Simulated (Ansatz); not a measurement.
## Nb: pressure against volume, fitted

```xyz
1
Lattice="0.0000 2.1150 2.1150 2.1150 0.0000 2.1150 2.1150 2.1150 0.0000" Properties=species:S:1:pos:R:3 pbc="T T T"
Nb    0.0000    0.0000    0.0000
```

The geometry is COD entry 1534903, unchecked; take it as a test cell.

All numbers below come from DFT, PBEsol, all-electron LAPW, scalar-relativistic (Ansatz 0.2.0).

The runs use a Γ-centred 13×13×13 k mesh, Fermi–Dirac smearing of 0.08 eV, basis error target 0.25 meV/atom, no spin polarisation.

The cell is scaled evenly. Fractional coordinates are held (clamped ions).

```
V (Å³/atom)  P (GPa)
     17.786     3.85
     17.976     1.89
     18.165     0.02
     18.449    -2.63
     18.543    -3.48
     18.733    -5.10
     18.922    -6.65
     19.111    -8.12
     19.300    -9.53
     19.395   -10.20
     19.679   -12.13
     19.868   -13.35
```

Q: Fit a third-order Birch–Murnaghan curve to the pressures.

A: P = (3B0/2)(y^(7/2) − y^(5/2))[1 + (3/4)(B0′ − 4)(y − 1)] with y = (V0/V)^(2/3) fits within 0.01 GPa for V0 = 18.166 Å³/atom, B0 = 175.7 GPa and B0′ = 3.66.

Q: Predict the pressure at the withheld volume, 20.057 Å³/atom.

A: There y = 0.9361, so the fit gives -14.51 GPa; the run gave -14.50 GPa.
